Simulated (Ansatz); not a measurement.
The cell is a free-standing Janus 1T monolayer of OsClBr; cell and atoms were relaxed with r2SCAN. In-plane lattice: a = 3.716 Å, b = 3.716 Å, γ = 120.0°; thickness between the outer nuclei 2.47 Å. Os is surrounded by 3 Cl at 2.46 Å and 3 Br at 2.49 Å; Cl is surrounded by 3 Os at 2.46 Å; Br is surrounded by 3 Os at 2.49 Å.

```cif
data_structure
_symmetry_space_group_name_H-M 'P 1'
_symmetry_Int_Tables_number 1
_cell_length_a 3.7160
_cell_length_b 3.7160
_cell_length_c 29.9062
_cell_angle_alpha 90.000
_cell_angle_beta 90.000
_cell_angle_gamma 120.000
_cell_volume 357.64
loop_
_atom_site_label
_atom_site_type_symbol
_atom_site_fract_x
_atom_site_fract_y
_atom_site_fract_z
_atom_site_occupancy
Os1 Os 0.00000 0.00000 0.30167 1
Cl1 Cl 0.33333 0.66667 0.34185 1
Br1 Br 0.66667 0.33333 0.25930 1
```
Periodic in the plane only; c spans the vacuum.

4 runs of Ansatz on this cell differ in the functional (and in the settings that go with it). Levels are in eV from each run's valence top; v1 is the last filled band, c1 the first empty one.

Run A, mean stress -3.4 N/m (compression positive):
```tsv
point	v4	v3	v2	v1	c1	c2
Γ	-3.63	-1.43	-1.43	-0.40	2.13	2.13
M	-4.30	-1.40	-0.53	-0.50	2.06	2.09
K	-4.86	-1.01	-0.31	-0.21	1.47	1.74
```

Run B, mean stress -0.6 N/m (compression positive):
```tsv
point	v4	v3	v2	v1	c1	c2
Γ	-3.47	-1.45	-1.45	-0.29	4.89	4.89
M	-4.26	-1.29	-0.64	-0.62	4.91	5.06
K	-4.82	-1.17	-0.37	-0.23	4.34	4.70
```

Run C, mean stress -0.5 N/m (compression positive):
```tsv
point	v4	v3	v2	v1	c1	c2
Γ	-3.48	-1.45	-1.45	-0.32	4.56	4.56
M	-4.26	-1.33	-0.61	-0.58	4.57	4.68
K	-4.81	-1.15	-0.35	-0.22	3.98	4.33
```

Run D, mean stress -0.6 N/m (compression positive):
```tsv
point	v4	v3	v2	v1	c1	c2
Γ	-3.49	-1.43	-1.43	-0.31	3.78	3.78
M	-4.26	-1.31	-0.60	-0.57	3.79	3.89
K	-4.80	-1.13	-0.35	-0.22	3.20	3.55
```

Problem. Match the runs to LDA, HSE06, PBE0, r2SCAN0.

Solution. A is LDA, B is r2SCAN0, C is PBE0, D is HSE06. In order of the gap: LDA 1.13, HSE06 2.79, PBE0 3.55, r2SCAN0 3.91 eV.

Simulation only: spin-unpolarised, and no claim that this is the phase found in nature.

Spin-orbit coupling is left out, which matters wherever the heavy atoms make up the band edges.

The program warns that its thresholds are loose for a hybrid's stress.

The meshes of the hybrids are coarse, so their gaps aren't converged to the digits shown.
